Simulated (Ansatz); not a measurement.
## Zone-centre phonons of BN at -1 GPa: input and output

Method: DFT LDA, scalar-relativistic, plane waves, PAW (Ansatz 0.2.0).

Launched with:
```bash
ansatz run input.yaml --threads 1 --pin off --max-ram 3072MiB --backend cpu --events-out ev --progress --plain --runs-dir out
```

Input (bare energies are in eV):
```yaml
crystal:
  lattice:
    - [0.0, 1.791756112, 1.791756112]
    - [1.791756112, 0.0, 1.791756112]
    - [1.791756112, 1.791756112, 0.0]
  atoms:
    - { symbol: B, position: [0.0, 0.0, 0.0] }
    - { symbol: "N", position: [0.75, 0.75, 0.75] }
basis:
  ecutwfc: 420
kpoints:
  mp_grid: { grid: [12, 12, 12] }
hamiltonian:
  xc: lda
scf:
  occupations: { method: fixed }
output:
  eigenvalues: true
phonons:
  method: dfpt
  dielectric: true
  rigid_motions: translations
  eigenvectors: true
```

The end of the output:
```
--- Phonons (Γ-DFPT): 2 representative perturbations + reference, on 280 of 1728 k-points (Σ response iterations 6) ---
  k mesh reduced under 4 symmetry operations, with k and −k counted as one. Each operation leaves every solved perturbation unchanged. A smaller set is not considered because the run solves the response ...
  ASR residual: 6.205e-5 → 0.000e0 eV/Å²; symmetrization residual: 4.144e-7 eV/Å²
  ASR residual per site (eV/Å²): 6.20e-5 2.47e-5
  Γ frequencies (cm⁻¹): 0.00 0.00 0.00 1064.70 1064.70 1064.70
  ε∞ (high-frequency dielectric tensor):
        4.567857     0.000000     0.000000
       -0.000000     4.567857    -0.000000
        0.000000     0.000000     4.567857
  ε⁰ (static dielectric tensor: ions relaxed, cell fixed):
        6.751950     0.000000     0.000000
       -0.000000     6.751950     0.000000
        0.000000     0.000000     6.751950
  ε⁰ − ε∞ (ionic part):
        2.184093     0.000000    -0.000000
        0.000000     2.184093     0.000000
       -0.000000     0.000000     2.184093
  softest optical mode at Γ: 1064.70 cm⁻¹; the repairs (sum rule, projections) moved no ω² at Γ by more than (1.27 cm⁻¹)²
  Born effective charges Z* (e; rows j = field, columns β = displacement):
    site 0:
         1.87930   -0.00000    0.00000
         0.00000    1.87930    0.00000
        -0.00000   -0.00000    1.87930
    site 1:
        -1.87930    0.00000   -0.00000
        -0.00000   -1.87930   -0.00000
         0.00000    0.00000   -1.87930
  Z* charge neutrality: 1.637e-6 e pre-enforcement
  k-mesh period / interband length: 30.4 Å / 1.29 Å = 23.54 at k = (0.0000, -0.5000, -0.5000), direct gap 9.447 eV — 14 or more, which is no proof of convergence
  optical modes at Γ without the LO–TO term, one row a degenerate level:
      ω (cm⁻¹) modes IR ((D/Å)²/amu)
       1064.70      3            40.0639
  optical modes at Γ + LO–TO along q̂ = [1.0000, 0.0000, 0.0000]:
      ω (cm⁻¹) modes IR ((D/Å)²/amu)
       1064.70      2            26.7092
       1294.45      1            13.3546
  optical modes at Γ + LO–TO along q̂ = [0.0000, 1.0000, 0.0000]:
      ω (cm⁻¹) modes IR ((D/Å)²/amu)
       1064.70      2            26.7092
       1294.45      1            13.3546
  optical modes at Γ + LO–TO along q̂ = [0.0000, 0.0000, 1.0000]:
      ω (cm⁻¹) modes IR ((D/Å)²/amu)
       1064.70      2            26.7092
       1294.45      1            13.3546
```

It took 9.3 s on 1 thread of Arm Neoverse V2 (shared host), peak memory 0.36 GiB.